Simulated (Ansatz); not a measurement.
Consider the following.

ZrSeS:
```
ZrSeS
1.0
    3.73802     0.00000     0.00000
   -1.86901     3.23722     0.00000
    0.00000     0.00000     6.10564
Zr Se S
1 1 1
Direct
  0.00000   0.00000   0.01273
  0.66667   0.33333   0.74804
  0.33333   0.66667   0.23923
```

This is the r²SCAN+D4-relaxed structure. Cartesian axes are those of the cell as given.

Problem. All from r²SCAN+D4 (plane waves, PAW; program Ansatz), unless another level is named. Give the highest zone-centre frequency (without LO–TO term).

Solution. 311 cm^-1.

Problem. Next, the Young's modulus?

Solution. 53.6 GPa.

Problem. And the elastic constants (relaxed ions, GPa)?

Solution. C11 = 127, C12 = 25.9, C13 = 6.6, C14 = -2.2, C33 = 29.1, C44 = 8.1.

Problem. What about the piezoelectric stress constants (proper, relaxed ions, C/m²)?

Solution. e15 = e24 = 0.05, e16 = e21 = -0.26, e22 = 0.26, e31 = e32 = 0.06.

Space group P3m1. The first step of the workflow began from a Materials Project structure, measured or hypothetical; the Crystallography Open Database copy checked does not list it. With Se and S taken as one species the cell has the higher symmetry P-3m1, so it may be an ordered model of a mixed-site phase. Whether it is the stable phase at ambient conditions was not checked. The cell was relaxed with r²SCAN+D4 under the symmetry of its start; whether a distortion lowers the energy is not shown. The run is not spin-polarised. Signs of piezoelectric constants follow the polarity of the cell as given.

Potentials: the later of the program's two PAW sets.
